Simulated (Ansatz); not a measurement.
AlN:
```yaml
crystal:
  lattice:
    - [3.10664, 0.00000, 0.00000]
    - [-1.55332, 2.69043, 0.00000]
    - [0.00000, 0.00000, 4.97863]
  atoms:
    - { symbol: Al, position: [0.66667, 0.33333, 0.00341] }
    - { symbol: Al, position: [0.33333, 0.66667, 0.50341] }
    - { symbol: N, position: [0.66667, 0.33333, 0.62179] }
    - { symbol: N, position: [0.33333, 0.66667, 0.12179] }
```

Relaxed with r²SCAN.

### Question
Map the valence electron density (e/Å³), cut off at 0.9 on the plane through (0.667, 0.333, 0.003) spanned by u = [0, 0, 1] and v = [1, -1, 0] in lattice vectors, from r²SCAN in the plane-wave PAW code Ansatz.

### Answer
x is the fraction of u, y of v (the angle between them is 90°; rows are the nearest grid lines); atoms in the plane: Al at (0.00, 0.00), Al at (0.50, 0.67), N at (0.62, 0.00), N at (0.12, 0.67).
```
|00000000012599999999841000|
|00000000012599999999741000|
|00111100012499999999531000|
|35665321111347999853211123|
|68999643211234565432111236|
|99999975321112233211011259|
|99999997421000011110001369|
|99999999531000000000001389|
|99999999631000000000001489|
|99999997421000001100001369|
|89999974321000111100001248|
|46887542111001111100000124|
|23443221100011111000000112|
|11111100000000110000000011|
|00000000000000000000000000|
|00000000000000000000000000|
|00000000000000000000000000|
|00000000000000000000000000|
|01100000000011111110000000|
|11111000000123343321100001|
|11111000001235788643211001|
|00011000012499999999531000|
|00000000012599999999741000|
|00000000012599999999841000|
```
Scale: ten equal steps from 0.038 (start of '0') to 0.900 (end of '9'), in the order '0123456789'; x runs from 0.000 to 1.00, y from 0.000 (bottom) to 1.00 (top).

The density is the valence pseudo-density with augmentation charge, so density and ELF within about 1 Å of a nucleus are not all-electron values.

Space group P6_3mc (wurtzite). The cell was relaxed with r²SCAN under the symmetry of its start; phonons on a q-mesh show no instability.

Potentials: the later of the program's two PAW sets.
